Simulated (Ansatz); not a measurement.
LaLuO₃:
```cif
data_LaLuO3
_chemical_formula_sum 'La1 Lu1 O3'
_space_group_name_H-M_alt 'Pm-3m'
_space_group_IT_number 221
_space_group_name_Hall '-P 4 2 3'
_cell_length_a 4.19273
_cell_length_b 4.19273
_cell_length_c 4.19273
_cell_angle_alpha 90.000
_cell_angle_beta 90.000
_cell_angle_gamma 90.000
loop_
_atom_site_label
_atom_site_type_symbol
_atom_site_symmetry_multiplicity
_atom_site_Wyckoff_symbol
_atom_site_fract_x
_atom_site_fract_y
_atom_site_fract_z
_atom_site_occupancy
La1 La 1 a 0.00000 0.00000 0.00000 1
Lu1 Lu 1 b 0.50000 0.50000 0.50000 1
O1 O 3 c 0.00000 0.50000 0.50000 1
```

Relaxed with PBEsol.

Give the optical modes at the zone centre with their infrared activity from DFPT, PBEsol in the plane-wave PAW code Ansatz.

Transverse frequencies, without the LO–TO term; a row sums one degenerate level.

| ω (cm⁻¹) | degeneracy | IR ((D/Å)²/amu) | activity | symmetry |
|---|---|---|---|---|
| 225i | 3 | 0.00 | IR-inactive | T2u |
| 216i | 3 | 75.01 | IR | T1u |
| 143 | 3 | 3.99 | IR | T1u |
| 647 | 3 | 40.95 | IR | T1u |

How high does the top mode go among those that the LO–TO term moves?

711 cm⁻¹ for q along x.

The cell is a constructed one: a structure type filled with these elements; neither database checked (COD, Materials Project) lists it. Whether it is the stable phase at ambient conditions was not checked. Symmetry was held in the PBEsol relaxation. At this level the phase is dynamically unstable (imaginary phonons). Spin–orbit coupling is left out wherever it is not named.

Potentials: the later of the program's two PAW sets.
